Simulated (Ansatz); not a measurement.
BN (CsCl type, Pm-3m) at seven volumes, the program Ansatz at the PBE level (PAW), scaled uniformly. One row is withheld.

| V (Å³/atom) | P (GPa) |
|---|---|
| 5.677 | 28.23 |
| 5.864 | 17.26 |
| 6.051 | 8.01 |
| 6.238 | 0.02 |
| 6.425 | ? |
| 6.612 | -12.37 |
| 6.799 | -16.95 |

Q: Fit the shown pressures and predict the withheld one.

A: P = (3/2)B₀(x^(7/2) − x^(5/2))[1 + (3/4)(B′ − 4)(x − 1)] with x = (V₀/V)^(2/3). Least squares on the six rows gives V₀ = 6.239 Å³/atom, B₀ = 241 GPa, B′ = 4.55. At V = 6.425, x = 0.9806 and P = -6.62 GPa. The run itself gave -6.79 GPa.

The start of the workflow was typed in or built on a structure type; neither database checked (COD, Materials Project) lists it. It is not the phase usual at ambient conditions (space group No. 186, 194, 216). The cell was relaxed with PBE under the symmetry of its start; its stability against distortions is not shown here. The volume moved by 32 % from the start of the relaxation. Its formation energy is positive at this level, so the cell may be metastable or incomplete.

Potentials: the later of the program's two PAW sets.
